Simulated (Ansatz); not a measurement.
Values for one crystal, relaxed and computed with DFT-LDA in the program Ansatz with PAW potentials; other levels are named.

```yaml
volume_per_atom: 26.11 Å³
electronic_character: no gap, with almost no states at the Fermi level (zero-gap or semimetallic)
Density of states at the Fermi level: 0.02 states/eV per atom (mean over ±0.08 eV)
Bulk modulus (Birch–Murnaghan fit): 56.3 GPa
Formation energy from the elements (no fitted shifts): -7.1 kJ/mol of atoms
zone_centre_stability: no imaginary mode at Γ
Pressure derivative B′: 4.7
```

Task: Pick the material that matches.
(A) Ga2BiAs, P-4m2 (Ga on 2g, Bi on 1a, As on 1c)
(B) TiS, NiAs type
(C) TaS2, R3m (Pearson symbol hR6)
(D) ZrN, NiAs type

Result: A, Ga2BiAs, P-4m2 (Ga on 2g, Bi on 1a, As on 1c)

The first step of the workflow began from a Materials Project structure, measured or hypothetical; the Crystallography Open Database copy checked does not list it. Whether it is the stable phase at ambient conditions was not checked. Symmetry was held in the LDA relaxation. A small band overlap can be real or an error of a semilocal functional. The references are the lowest solids computed at this level, not always the standard phases. Spin–orbit coupling is left out wherever it is not named.

Potentials: the later of the program's two PAW sets.
